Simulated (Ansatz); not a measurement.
Structure optimisation: mercury, beta-Sn type

Computed with DFT, PBEsol, plane waves (420 eV) with PAW, scalar-relativistic in Ansatz 0.2.0. The PAW files were generated under PBE, with cores re-solved for the functional.

k-point mesh 12×12×8, Fermi-Dirac smearing 0.1 eV, no spin polarisation. Cell and atoms relax.

Starting structure:

```
Hg
1.0
    -2.80988    2.80988    1.53419
     2.80988   -2.80988    1.53419
     2.80988    2.80988   -1.53419
Hg
2
Direct
  0.00000 0.00000 0.00000
  0.75000 0.25000 0.50000
```

What cell does the relaxation end in?

C2/c with a = 3.031 Å, b = 8.189 Å, c = 4.122 Å, β = 104.43°; 24.77 Å³ per atom against 24.23 at the start (2.2 %).

The cell has left the beta-Sn structure type; it ends in C2/c.

How much energy does the relaxation gain?

5.1 meV per atom.

Path of the relaxation (the plane waves are chosen anew near the end, which can shift the energy a little):

```csv
step,E − E(final) (meV/atom),V (Å³/atom),P (GPa),max force (eV/Å)
0,5.05,24.226,1.28,0.001
1,1.69,25.013,-0.21,0.001
2,1.36,24.927,-0.09,0.000
3,1.10,24.850,0.00,0.002
4,1.07,24.847,-0.01,0.002
5,0.79,24.815,0.00,0.003
6,0.71,24.797,0.02,0.004
7,0.17,24.711,0.12,0.003
8,0.13,24.829,-0.09,0.009
9,0.08,24.755,0.02,0.000
10,0.08,24.770,0.00,0.000
11,0.00,24.770,-0.01,0.000
```

The k-point mesh keeps fewer symmetry operations than the starting structure has, so the cell can leave it.
